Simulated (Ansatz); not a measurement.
# Sr3Sc3N5 — ⁴⁵Sc NMR of the central transition

Cell: a Materials Project structure (computed, not necessarily an observed phase), taken as it stands.

Space group P-1 (No. 2); a = 6.2297, b = 7.8145, c = 9.1549 Å, α = 108.25°, β = 105.62°, γ = 98.36°.

```csv
site,Wyckoff,site symmetry,x,y,z
Sr1,2i,1,0.7783,0.4332,0.5979
Sr3,2i,1,0.6757,0.8539,0.8912
Sr5,2i,1,0.6771,0.6245,0.2025
Sc7,2i,1,0.8955,0.3076,0.9654
Sc9,2i,1,0.7177,0.9606,0.5740
Sc11,2i,1,0.1385,0.8680,0.7089
N13,2i,1,0.9913,0.0908,0.8033
N15,2i,1,0.8258,0.7105,0.5140
N17,2i,1,0.7693,0.5136,0.8885
N19,2i,1,0.3974,0.9206,0.6074
N21,2i,1,0.2677,0.7563,0.8820
```

One atom of each set is listed.

The numbers come from a DFT calculation in Ansatz (LDA, plane waves and PAW, scalar-relativistic, 420 eV cutoff, Γ-centred 5×4×4 k-points, Fermi–Dirac smearing 0.02 eV).

⁴⁵Sc has I = 7/2 and Q = -220.0 mb (Pyykkö 2018); at 21.1 T its Larmor frequency is ν₀ = 218.6 MHz. Only the quadrupole interaction is simulated: positions count from each site's isotropic chemical shift, and J coupling is left out, as are shift anisotropy and dipolar coupling, which fast spinning averages.

Simulated pattern of one Sc site (fast magic-angle spinning, Gaussian broadening 1 kHz):

```json
{"offset (kHz)": "-32.20", "height": "0"}
{"offset (kHz)": "-31.19", "height": "2"}
{"offset (kHz)": "-30.18", "height": "7"}
{"offset (kHz)": "-29.17", "height": "8"}
{"offset (kHz)": "-28.16", "height": "8"}
{"offset (kHz)": "-27.15", "height": "8"}
{"offset (kHz)": "-26.14", "height": "8"}
{"offset (kHz)": "-25.13", "height": "9"}
{"offset (kHz)": "-24.12", "height": "9"}
{"offset (kHz)": "-23.11", "height": "9"}
{"offset (kHz)": "-22.10", "height": "11"}
{"offset (kHz)": "-21.09", "height": "32"}
{"offset (kHz)": "-20.08", "height": "49"}
{"offset (kHz)": "-19.07", "height": "61"}
{"offset (kHz)": "-18.06", "height": "90"}
{"offset (kHz)": "-17.05", "height": "82"}
{"offset (kHz)": "-16.04", "height": "66"}
{"offset (kHz)": "-15.03", "height": "60"}
{"offset (kHz)": "-14.02", "height": "57"}
{"offset (kHz)": "-13.01", "height": "56"}
{"offset (kHz)": "-12.00", "height": "56"}
{"offset (kHz)": "-10.99", "height": "58"}
{"offset (kHz)": "-9.98", "height": "61"}
{"offset (kHz)": "-8.97", "height": "66"}
{"offset (kHz)": "-7.96", "height": "76"}
{"offset (kHz)": "-6.95", "height": "100"}
{"offset (kHz)": "-5.94", "height": "95"}
{"offset (kHz)": "-4.93", "height": "73"}
{"offset (kHz)": "-3.92", "height": "63"}
{"offset (kHz)": "-2.91", "height": "41"}
{"offset (kHz)": "-1.90", "height": "5"}
{"offset (kHz)": "-0.89", "height": "0"}
```

Problem. Which |C_Q| and η does the pattern imply?

Solution. The pattern spans 28.2 kHz before broadening and its centre of gravity is at -12.4 kHz, which fixes P_Q; the places of the horns and steps fix η. That gives P_Q = 32.6 MHz, |C_Q| = 32.4 MHz and η = 0.23, the values that the calculation gives site Sc9 (4 N at 2.09–2.16 Å). The other sites have |C_Q| = 23.6, 24.4 MHz. The sign of C_Q can't be read from the pattern.

At this cell the LDA pressure is -7 GPa, so with LDA the cell would shrink if it were relaxed. The largest force is 0.3 eV/Å, so the atoms aren't at the calculated equilibrium and relaxing them would move these values.
